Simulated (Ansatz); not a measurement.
**Contact densities of NbSi against volume**

```xyz
2
Lattice="0.0000 2.5737 2.5737 2.5737 0.0000 2.5737 2.5737 2.5737 0.0000" Properties=species:S:1:pos:R:3 pbc="T T T"
Nb    0.0000    0.0000    0.0000
Si    2.5737    2.5737    2.5737
```

Atom numbers follow the list: Nb1, Si2.

The structure comes from a relaxation in the same program, started in the rocksalt type, and has space group Fm-3m. Whether it is a known phase or the ground state wasn't checked.

Spin polarisation is left out, and whether a magnetic state lies lower isn't shown here.

All numbers below come from DFT, PBE, all-electron PAW with datasets made for the crystal, scalar-relativistic (Ansatz 0.2.0).

Numerical set-up: a Γ-centred 14×14×14 k mesh, Fermi–Dirac smearing of 0.05 eV, cutoff 240 eV (chosen by the program for this cell), no spin polarisation.

The contact density is the mean electron density over the nuclear volume; its changes follow the s electrons' response to bonding and compression. Changes below are taken from the unscaled cell, where it is 540957 e/Å³ at Nb1, 12821.6 e/Å³ at Si2.

```csv
V/V(cell),P (GPa),Δρ(0) Nb1 (e/Å³),Δρ(0) Si2 (e/Å³)
0.9405,10.4,0.81,?
1.0000,0.0,0.00,0.00
1.0600,-7.8,?,?
```

Task: Fill in "Δρ(0) Nb1 (e/Å³)" for the row "1.0600".

Result: -0.79.

Task: Give the missing entry: row "1.0600", column "Δρ(0) Si2 (e/Å³)".

Result: -0.05.

Task: Fill in "Δρ(0) Si2 (e/Å³)" for the row "0.9405".

Result: 0.16.

The datasets are made afresh for each cell, so very small changes are uncertain.
